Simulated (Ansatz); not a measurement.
Given:

Te2Mo:
Space group P6₃/mmc (No. 194); a = 3.473 Å, b = 3.473 Å, c = 13.776 Å, α = 90.00°, β = 90.00°, γ = 120.00°

```csv
atom,site,symmetry,x,y,z
Te,4f,3m.,0.6667,0.3333,0.1196
Mo,2c,-6m2,0.3333,0.6667,0.2500
```

This is the LDA-relaxed structure.

Q: All from DFT-LDA in the program Ansatz with PAW potentials, unless another level is named. Predict the band gap.

A: 0.64 eV (indirect).

Q: Give the hole effective mass.

A: 1.2, 1.2, 3.3 mₑ (principal values).

Q: Give the electron effective mass.

A: 0.35, 0.41, 0.66 mₑ (principal values).

Q: And the formation energy from the elements (no fitted shifts)?

A: -0.29 eV/atom.

Q: What about the valence-band maximum?

A: at Γ.

Space group P6_3/mmc. Symmetry was held in the LDA relaxation. The run is not spin-polarised. A crystal of weakly bound layers computed without a dispersion correction: the cell and the soft elastic constants depend strongly on that. The references are the lowest solids computed at this level, not always the standard phases. Scalar-relativistic: spin–orbit coupling is off unless named, which matters more the heavier the elements.

Potentials: the earlier of the program's two PAW sets. The files were generated under PBE; for other functionals the program regenerates the frozen cores, and for LDA and PBEsol the local potential too.
